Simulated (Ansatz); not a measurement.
One crystal and one scan (frozen-phonon scan) at two levels, PBE (plane waves to 420 eV, PAW, scalar-relativistic; Ansatz, a first-principles code) and r2SCAN (plane waves to 500 eV, PAW, scalar-relativistic; Ansatz), each from its own relaxed cell and on its own mesh.

The crystal is GaN (zinc blende); a phonon pattern at X = (0.5, 0.5, 0.0) is frozen into a 4-atom cell, Q being the largest atomic displacement.

GaN was relaxed with its symmetry unable to fall. The PAW data are Ansatz's earlier set.

```csv
quantity,run 1,run 2
Lattice constant a (Å),4.549,4.498
Harmonic wavenumber from the curvature (finite differences) (cm⁻¹ (negative: imaginary)),185,195
```

Which run is which level?

Run 1 is PBE, run 2 is r2SCAN. PBE gives the higher value for: lattice constant a. PBE gives the lower value for: harmonic wavenumber from the curvature. Both give the same shape of the curve: a single well with its minimum at or next to zero displacement. Neither level is exact: the differences show how much the result hangs on the functional.

(For displaced atoms, the force is minus the slope of the energy, and its curvature is a force constant, which sets phonon frequencies.)
